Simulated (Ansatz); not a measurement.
This Hf3Si2F structure is the end of a relaxation. The cell was found from a structure generator's guess, not taken from experiment.

Method: DFT PBE, scalar-relativistic, plane waves, PAW in Ansatz 0.2.0. Cutoff 420 eV, Γ-centred mesh, Gaussian smearing, no spin polarisation.

```
CELL_PARAMETERS angstrom
-2.58075 2.58075 4.62867
2.58075 -2.58075 4.62867
2.58075 2.58075 -4.62867
ATOMIC_POSITIONS crystal
Hf 0.75000 0.25000 0.50000
Hf 0.25000 0.75000 0.50000
Hf 0.00000 0.00000 0.00000
Si 0.30633 0.30633 0.00000
Si 0.69367 0.69367 0.00000
F 0.50000 0.50000 0.00000
```

The zero of energy is the elements' standard structures at the same level (F₂ as a molecule); no fitted shifts are applied.

Q: What space group does it have?

A: I4/mmm (No. 139). Conventional cell: a = 5.161 Å, c = 9.257 Å. Hf on a site of symmetry -4m2 has 4 Si at 2.63 Å; Hf on a site of symmetry 4/mmm has 2 Si at 2.84 Å; around Si lie 1 F at 1.79 Å, 4 Hf at 2.63 Å and 1 Hf at 2.84 Å; F has 2 Si at 1.79 Å.

Q: What is its formation energy per atom?

A: −0.13 eV/atom.

Q: Is it a metal?

A: Yes, bands cross the Fermi level on the 10×10×10 mesh.

The last run used a 10×10×10 mesh for its 6-atom cell and Gaussian smearing of 0.10 eV. These runs have no spin–orbit coupling, which can matter for Hf. The cell is a metal run without spin; a magnetic state may lie lower. Symmetry constrained the relaxation, so the result can be a saddle point. Another cell of Hf3Si2F relaxed alike, in P-6m2, lies 276 meV/atom lower, so this cell isn't the stable form at this level.
